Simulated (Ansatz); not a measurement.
Here is the system:

HfN:
```cif
data_HfN
_chemical_formula_sum 'Hf1 N1'
_space_group_name_H-M_alt 'P 1'
_space_group_IT_number 1
_cell_length_a 3.15948
_cell_length_b 3.15948
_cell_length_c 3.15948
_cell_angle_alpha 60.000
_cell_angle_beta 60.000
_cell_angle_gamma 60.000
loop_
_space_group_symop_operation_xyz
  'x, y, z'
loop_
_atom_site_label
_atom_site_type_symbol
_atom_site_fract_x
_atom_site_fract_y
_atom_site_fract_z
_atom_site_occupancy
Hf1 Hf 0.00000 0.00000 0.00000 1
N1 N 0.50000 0.50000 0.50000 1
```

This is the LDA-relaxed structure.

**Question.** All from DFT-LDA in the program Ansatz with PAW potentials, unless another level is named. Predict the electronic character.

**Answer.** metallic (no gap).

**Question.** Predict the density of states at the Fermi level.

**Answer.** 0.29 states/eV per atom (mean over ±0.08 eV).

**Question.** Next, the formation energy from the elements (no fitted shifts)?

**Answer.** -2.07 eV/atom.

Space group Fm-3m (rock salt). Symmetry was held in the LDA relaxation; of distortions, only those at the zone centre were tested. No spin polarisation was allowed. With an odd number of electrons in the cell and no spin polarisation, the count alone makes it a metal. The references are the lowest solids computed at this level, not always the standard phases (solids in place of the gases). Spin–orbit coupling is left out wherever it is not named.

Potentials: the earlier of the program's two PAW sets.
